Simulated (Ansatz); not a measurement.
LiNbO$_{3}$:
Space group R3c, hexagonal axes (No. 161); a = 5.134 Å, b = 5.134 Å, c = 13.827 Å, α = 90.00°, β = 90.00°, γ = 120.00°

```csv
atom,site,symmetry,x,y,z
Li,6a,3.,0.0000,0.0000,0.2067
Nb,6a,3.,0.0000,0.0000,0.4891
O,18b,1,0.0107,0.3799,0.2583
```
(The calculation used a cell of 10 atoms; values per cell refer to that cell.)

Relaxed with PBEsol.

Which orbitals make up the states near the band edges in PBEsol (plane waves, PAW; program Ansatz)?

Top 1 eV of the valence band: O 2p 94 %. Bottom 1 eV of the conduction band: Nb 4d 75 %, O 2p 20 %. Projections are on Löwdin-orthogonalised atomic valence shells; empty p or d shells of many metals are not among them.

Tabulate the density of states.

States/eV per cell of 10 atoms, in 0.25 eV bins, energy from the valence-band maximum.

```tsv
E (eV)	total	O 2p	Nb 4d	O 2s
-4.80	0.00	0.00	0.00	0.00
-4.55	8.00	4.95	2.71	0.02
-4.30	7.69	4.98	2.33	0.05
-4.05	7.23	4.80	2.03	0.07
-3.80	6.95	4.72	1.82	0.08
-3.55	5.31	3.67	1.34	0.07
-3.30	6.34	4.49	1.45	0.11
-3.05	6.63	4.84	1.37	0.12
-2.80	6.84	5.10	1.35	0.11
-2.55	6.69	5.09	1.24	0.10
-2.30	6.40	5.02	1.02	0.09
-2.05	5.41	4.37	0.74	0.08
-1.80	5.07	4.19	0.58	0.08
-1.55	5.40	4.58	0.51	0.08
-1.30	8.30	7.25	0.63	0.10
-1.05	9.05	8.14	0.53	0.08
-0.80	10.46	9.54	0.55	0.07
-0.55	13.29	12.45	0.44	0.06
-0.30	11.74	11.21	0.26	0.03
-0.05	7.20	6.98	0.08	0.01
0.20	0.00	0.00	0.00	0.00
0.45	0.00	0.00	0.00	0.00
0.70	0.00	0.00	0.00	0.00
0.95	0.00	0.00	0.00	0.00
1.20	0.00	0.00	0.00	0.00
1.45	0.00	0.00	0.00	0.00
1.70	0.00	0.00	0.00	0.00
1.95	0.00	0.00	0.00	0.00
2.20	0.00	0.00	0.00	0.00
2.45	0.00	0.00	0.00	0.00
2.70	0.00	0.00	0.00	0.00
2.95	0.00	0.00	0.00	0.00
3.20	0.00	0.00	0.00	0.00
3.45	0.58	0.08	0.48	0.01
3.70	6.08	1.00	4.83	0.08
3.95	6.53	1.36	4.83	0.07
4.20	3.75	0.85	2.73	0.04
4.45	3.34	0.82	2.37	0.03
4.70	8.99	2.39	6.09	0.11
4.95	4.91	1.32	3.22	0.06
5.20	9.93	2.84	6.33	0.10
5.45	3.89	1.15	2.37	0.04
5.70	0.00	0.00	0.00	0.00
5.95	0.00	0.00	0.00	0.00
6.20	0.00	0.00	0.00	0.00
6.45	0.00	0.00	0.00	0.00
6.70	0.00	0.00	0.00	0.00
6.95	0.00	0.00	0.00	0.00
7.20	0.02	0.00	0.00	0.01
7.45	0.48	0.03	0.10	0.13
7.70	4.65	0.71	2.50	0.76
7.95	5.04	0.85	2.63	0.78
8.20	5.08	0.93	2.44	0.73
```

The PBEsol relaxation kept the symmetry of its start. No spin polarisation was allowed. Scalar-relativistic: spin–orbit coupling is off unless named, which matters more the heavier the elements.

Potentials: the earlier of the program's two PAW sets. The files were generated under PBE; for other functionals the program regenerates the frozen cores, and for LDA and PBEsol the local potential too.
